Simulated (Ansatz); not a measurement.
CF4:
```cif
data_C4F16
_chemical_formula_sum 'F16 C4'
_space_group_name_H-M_alt 'C2/c'
_space_group_IT_number 15
_space_group_name_Hall '-C 2yc'
_cell_length_a 8.32862
_cell_length_b 4.21240
_cell_length_c 8.27400
_cell_angle_alpha 90.000
_cell_angle_beta 119.856
_cell_angle_gamma 90.000
loop_
_atom_site_label
_atom_site_type_symbol
_atom_site_symmetry_multiplicity
_atom_site_Wyckoff_symbol
_atom_site_fract_x
_atom_site_fract_y
_atom_site_fract_z
_atom_site_occupancy
F1 F 8 f 0.10880 0.49729 0.39418 1
C1 C 4 e 0.00000 0.31561 0.25000 1
F2 F 8 f 0.10254 0.13431 0.20624 1
```
(The calculation used a cell of 10 atoms; values per cell refer to that cell.)

Relaxed with r²SCAN+D4.

Give the optical modes at the zone centre with their infrared activity from DFPT, DFT-r²SCAN+D4 in the program Ansatz with PAW potentials.

Transverse frequencies, without the LO–TO term; a row sums one degenerate level.

```tsv
ω (cm⁻¹)	degeneracy	IR ((D/Å)²/amu)	activity	symmetry
35	1	0.00	IR-inactive	Bg
48	1	0.00	IR-inactive	Ag
50	1	0.00	IR-inactive	Au
63	1	0.00	IR-inactive	Bu
68	1	0.00	IR-inactive	Ag
72	1	0.00	IR-inactive	Bg
80	1	0.00	IR-inactive	Bu
82	1	0.00	IR-inactive	Bg
89	1	0.00	IR-inactive	Bg
429	1	0.00	IR-inactive	Au
432	1	0.00	IR-inactive	Ag
434	1	0.00	IR-inactive	Au
436	1	0.00	IR-inactive	Ag
621	1	0.00	IR-inactive	Bg
621	1	0.25	IR	Bu
621	1	0.30	IR	Au
621	1	0.00	IR-inactive	Ag
622	1	0.29	IR	Bu
623	1	0.00	IR-inactive	Bg
901	1	0.00	IR-inactive	Au
901	1	0.00	IR-inactive	Ag
1185	1	28.65	IR	Bu
1185	1	0.00	IR-inactive	Ag
1193	1	28.11	IR	Bu
1197	1	27.89	IR	Au
1202	1	0.00	IR-inactive	Bg
1290	1	0.00	IR-inactive	Bg
```

How high does the top mode go among those that the LO–TO term moves?

1305 cm⁻¹ for q along x, 1308 cm⁻¹ for q along y, 1300 cm⁻¹ for q along z.

The workflow started from an entry of the Crystallography Open Database (COD). The r²SCAN+D4 relaxation kept the symmetry of its start; its stability against distortions is not shown here. The substance is a gas or liquid at ambient conditions.

Potentials: the later of the program's two PAW sets.
